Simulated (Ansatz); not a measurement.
**MgRh: moving Mg off its site**

MgRh, Pm-3m, a = 3.099 Å (as given, not relaxed at this level: -1.0 GPa). The structure is a COD entry; whether it is the stable form wasn't checked. Ansatz: r2SCAN, PAW, 500 eV, Γ-centred 16×16×16 mesh on 2 atoms, Gaussian smearing 0.15 eV; no spin polarisation.

```xyz
2
Lattice="3.0992 0.0000 0.0000 0.0000 3.0992 0.0000 0.0000 0.0000 3.0992" Properties=species:S:1:pos:R:3 pbc="T T T"
Mg    0.0000    0.0000    0.0000
Rh    1.5496    1.5496    1.5496
```

Atom 1 (Mg) moves by x along the unit vector (0.000, 0.000, 1.000), with its periodic images; all else is held. y is the free energy of the cell over the start, F the force along the path summed over the moved atoms. Symmetry makes y even in x.

```tsv
x (Å)	y (meV)	F (eV/Å)
-0.5000	?	?
-0.2500	174.3	1.38
0.0000	0.0	0.00
0.0625	11.0	-0.35
0.1250	43.9	-0.70
0.1875	98.4	-1.04
0.3125	271.1	-1.71
0.3750	387.9	-2.03
0.4375	523.9	-2.32
```

**Question.** Fit y = c2 x² + c4 x⁴ to the energies of the other rows, give the force constant, and predict energy and force of the missing row.

**Answer.** Least squares on the rows shown. y = 2815.3 x² − 407.71 x⁴. The force constant is 2 c2 = 5.63 eV/Å² (for all images moving together, not for a lone atom). With two atoms in a cubic cell this is the optical mode at Γ (in a metal it hangs on mesh and smearing): ω = 521.5 √(2 c2/μ) = 279 cm⁻¹ for μ = 19.66 u. The force −dy/dx at the missing row is 2.61 eV/Å (computed 2.60). At x = -0.5000 the fit asked for gives 678.3 meV. The run gave 677.7 meV, so the fit is 0.6 meV too high, a small miss on the scale of the series.